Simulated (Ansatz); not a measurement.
Consider the following.

AlPd:
```xyz
2
Lattice="0.0000 2.5342 2.5342 2.5342 0.0000 2.5342 2.5342 2.5342 0.0000" Properties=species:S:1:pos:R:3 pbc="T T T"
Pd     0.0000     0.0000     0.0000
Al     2.5342     2.5342     2.5342
```

This is the PBEsol-relaxed structure.

Problem. All from PBEsol (plane waves, PAW; program Ansatz), unless another level is named. Give the bulk modulus (Birch–Murnaghan fit).

Solution. 122 GPa.

Problem. Next, the highest zone-centre frequency?

Solution. 230 cm^-1.

Problem. Give the elastic constants (relaxed ions, GPa).

Solution. C11 = 235, C12 = 66.5, C44 = -16.8.

Space group Fm-3m (rock salt). The start of the workflow was typed in or built on a structure type; neither database checked (COD, Materials Project) lists it. Whether it is the stable phase at ambient conditions was not checked. Symmetry was held in the PBEsol relaxation. At this level the phase is mechanically unstable. The run is not spin-polarised. As this level gives no gap, shear constants depend on the k-mesh and smearing (Fermi–Dirac, 0.1 eV here). As this level gives no gap, phonon frequencies hold no LO–TO term and depend on the k-mesh and smearing (Fermi–Dirac, 0.1 eV here).

Potentials: the later of the program's two PAW sets.
